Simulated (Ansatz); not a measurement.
Method: DFT PBE, scalar-relativistic, plane waves, PAW, and for the lanthanide a 4f-in-core norm-conserving potential, in Ansatz. All cells share a 690 eV cutoff and Γ-centred k meshes spaced at most about 0.3 Å⁻¹ (about 0.25 or finer for metals, 2π included). No spin polarisation in the final relaxations.

All energies are static (0 K, no zero-point motion). All come from trial cells, and lower structures may exist.

Question: These unrelaxed guesses for K3TbTe2 are each relaxed within their symmetry. Order them by the energy at which they end, lowest first.
A.

```
CELL_PARAMETERS angstrom
6.51417 0.00000 0.00000
-3.25708 5.64143 0.00000
0.00000 0.00000 5.13480
ATOMIC_POSITIONS crystal
K 0.50000 0.00000 0.50000
K 0.50000 0.50000 0.50000
K 0.00000 0.50000 0.50000
Tb 0.00000 0.00000 0.00000
Te 0.33333 0.66667 0.00000
Te 0.66667 0.33333 0.00000
```

B.

```
CELL_PARAMETERS angstrom
6.44062 0.00000 0.00000
-3.22031 5.57774 0.00000
0.00000 0.00000 6.41725
ATOMIC_POSITIONS crystal
K 0.50000 0.00000 0.00000
K 0.00000 0.50000 0.00000
K 0.50000 0.50000 0.00000
Tb 0.00000 0.00000 0.50000
Te 0.00000 0.00000 0.18791
Te 0.00000 0.00000 0.81209
```

C.

```
CELL_PARAMETERS angstrom
3.96332 0.00000 0.00000
0.00000 3.96332 0.00000
0.00000 0.00000 12.14770
ATOMIC_POSITIONS crystal
K 0.50000 0.50000 0.18173
K 0.50000 0.50000 0.50000
K 0.50000 0.50000 0.81827
Tb 0.00000 0.00000 0.00000
Te 0.00000 0.00000 0.33928
Te 0.00000 0.00000 0.66072
```

D.

```
CELL_PARAMETERS angstrom
3.32413 1.91919 5.51030
-3.32413 1.91919 5.51030
0.00000 -3.83838 5.51030
ATOMIC_POSITIONS crystal
K 0.00000 0.50000 0.50000
K 0.50000 0.00000 0.50000
K 0.50000 0.50000 0.00000
Tb 0.50000 0.50000 0.50000
Te 0.87487 0.87487 0.87487
Te 0.12513 0.12513 0.12513
```

Answer: C (ends in P4/mmm, 0 meV/atom), A (ends in P6/mmm, 284 meV/atom), D (ends in R-3m, 0.47 eV/atom), B (ends in P6/mmm, 0.49 eV/atom).

Spin–orbit coupling, which can matter for Te, is left out. Cells relaxed within their symmetry can be saddle points. Some structure types and database cells were kept out of the candidates from the start, so a known form may be missing.

The lanthanide is trivalent by construction, without f bands, f moments or other valences.
